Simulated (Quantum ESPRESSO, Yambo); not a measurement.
**Levels of theory for the gap of WS2**

WS₂ (space group P6_3/mmc, No. 194): one geometry, one set of LDA (Quantum ESPRESSO, PseudoDojo norm-conserving, 70 Ry, no spin-orbit coupling) orbitals, self-energies from Yambo (6×6×1 Γ-centred k mesh, bands 3 to 215 and a 8 Ry block in the screening, 215 bands in G with the Bruneval-Gonze terminator, plasmon pole fitted at 27.2 eV).

The geometry is that of Materials Project entry mp-224, symmetrised and not relaxed again.

```tsv
level	gap Γ → (0.167, 0.167, 0) (eV)	direct gap at K (eV)	rough Yambo cost
LDA (Quantum ESPRESSO)	1.15	1.72	–
exchange only (Hartree-Fock self-energy on LDA orbitals)	5.70	6.42	about 1/20 (8 states)
static COHSEX@LDA	1.86	2.51	within a factor of two (4 states)
G0W0@LDA, plasmon pole	1.57	2.30	1 (8 states)
G0W0@LDA, multipole fit to 8 frequencies, no terminator	1.54	2.28	within a factor of two (4 states)
G0W0@LDA, plasmon pole, no terminator	1.56	2.34	about 1/6 (4 states, screening reused)
```

Bare exchange has no screening and gives the widest gap; static COHSEX screens it but leaves out the frequency dependence, which G0W0 restores.

Costs are rough ratios of core time on shared machines.

Nearest settings tried, and what they do to the gap: 138 bands in G: -1 meV; 82 bands in W, 82 bands in G: +1 meV; 3 Ry block (79 vectors against 305): -103 meV. Not varied: mesh. So the settings aren't converged at that level.

Without spin-orbit coupling, band edges of such heavy elements can be off by tenths of an eV.

The distance between layers or molecules is the database entry's, not relaxed here. Functionals without dispersion can leave it too large, which widens gaps and weakens the response across layers: the numbers belong to this cell.
